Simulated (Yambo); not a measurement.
TiTl2F6: sweep of GW parameters

G0W0@LDA for TiTl₂F₆ (space group P-3m1, No. 164) in Yambo. Reference settings: 3×3×2 Γ-centred k mesh, bands 2 to 222 and a 7 Ry block in the screening, 222 bands in G with the Bruneval-Gonze terminator, plasmon pole fitted at 27.2 eV. The LDA gap K → Γ on this mesh is 3.89 eV; G0W0 gaps are taken between the same points.

| change from the reference | G0W0 gap K → Γ (eV) | shift of the valence edge (eV) | rough Yambo cost |
|---|---|---|---|
| reference settings | 7.52 | -1.53 | 1 |
| exchange cut at 40 Ry | 7.56 | -1.46 | – |
| 67 bands in W, 67 bands in G, 2 Ry block | 8.18 | -1.49 | about 1/6 |
| 67 bands in W, 67 bands in G, 4 Ry block | 7.60 | -1.27 | about 1/4 |
| 67 bands in W, 67 bands in G, 6 Ry block | 7.42 | -1.18 | about 1/4 |
| 94 bands in W, 94 bands in G, 4 Ry block | 7.61 | -1.36 | about 1/3 |
| 94 bands in W, 94 bands in G, 2 Ry block | 8.18 | -1.55 | about 1/3 |
| 94 bands in W, 94 bands in G, 6 Ry block | 7.43 | -1.29 | about 1/2 |
| 131 bands in W, 131 bands in G, 4 Ry block | 7.65 | -1.45 | about 1/2 |
| 131 bands in W, 131 bands in G, 6 Ry block | 7.48 | -1.40 | within a factor of two |
| 175 bands in W, 175 bands in G, 3 Ry block | 7.93 | -1.56 | within a factor of two |
| 2 Ry block | 8.23 | -1.67 | within a factor of two |
| 6 Ry block | 7.53 | -1.52 | within a factor of two |
| 67 bands in W, 67 bands in G, 3 Ry block, no terminator | 8.01 | -1.17 | about 1/5 |
| no terminator | 7.71 | -1.38 | within a factor of two |

The reference isn't shown to be the converged limit. Costs are rough (shared machines), scaled to the same edge states, and given only for runs that recompute the screening. The mesh misses a band edge: along a dense path the LDA gap is 3.81 eV against 3.89 eV on the mesh.

Spin-orbit coupling is left out; with 6p states at a band edge it can lower the gap by many tenths of an eV, most of a small gap.

The standard potential for Tl keeps a d shell in the valence without the s and p states of that shell. In tests on such compounds this moved G0W0 gaps by up to about 0.9 eV, so absolute quasiparticle energies here are unreliable; differences between settings are what counts.

Geometry of the Materials Project entry, not relaxed at this level; primitive cell a = 5.9191 Å, b = 5.9191 Å, c = 4.7642 Å, α = 90.00°, β = 90.00°, γ = 120.00°.

The structure is a Materials Project entry; no match was found in the copy of COD used, and its stability was not checked.

A shift is the quasiparticle energy of the state minus its LDA energy.
